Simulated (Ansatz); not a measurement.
PtW: computed property card

PtW:
```yaml
crystal:
  lattice:
    - [0.00000, 2.60079, 2.60079]
    - [2.60079, 0.00000, 2.60079]
    - [2.60079, 2.60079, 0.00000]
  atoms:
    - { symbol: Pt, position: [0.00000, 0.00000, 0.00000] }
    - { symbol: W, position: [0.50000, 0.50000, 0.50000] }
```

Space group Fm-3m (No. 225), rock salt; conventional cell a = b = c = 5.2016 Å, α = β = γ = 90.00°.

Method: plane-wave PAW PBEsol (Ansatz code). Geometry: relaxed at this level of theory. Other levels are named where they apply.

### Cell and energy

```json
{
 "volume_per_atom": "17.59 Å³",
 "density": "17.88 g/cm³",
 "Formation energy from the elements (no fitted shifts)": "0.92 eV/atom"
}
```

### Electronic structure

```json
{
 "electronic_character": "metallic (no gap)",
 "Density of states at the Fermi level": "1.3 states/eV per atom (mean over ±0.08 eV)",
 "Gap with spin–orbit coupling": "none (metallic)"
}
```

### Mechanics

```json
{
  "Bulk modulus (Birch–Murnaghan fit)": "243 GPa",
  "Pressure derivative B′": "4.6",
  "Elastic constants (relaxed ions, GPa)": "C11 = 337, C12 = 196, C44 = 3.7",
  "mechanical_stability": "stable (all eigenvalues of C positive)"
}
```

### Phonons

```json
{
  "highest_zone_centre_frequency": "97 cm⁻¹",
  "zone_centre_stability": "no imaginary mode at Γ"
}
```

The start of the workflow was typed in or built on a structure type; neither database checked (COD, Materials Project) lists it. Whether it is the stable phase at ambient conditions was not checked. The cell was relaxed with PBEsol under the symmetry of its start. No spin polarisation was allowed. Its formation energy is positive at this level, so the cell may be metastable or incomplete. As this level gives no gap, shear constants depend on the k-mesh and smearing (Fermi–Dirac, 0.1 eV here). As this level gives no gap, phonon frequencies hold no LO–TO term and depend on the k-mesh and smearing (Fermi–Dirac, 0.1 eV here). The references are the lowest solids computed at this level, not always the standard phases. Scalar-relativistic: spin–orbit coupling is off unless named, which matters more the heavier the elements.

Potentials: the earlier of the program's two PAW sets. The files were generated under PBE; for other functionals the program regenerates the frozen cores, and for LDA and PBEsol the local potential too.
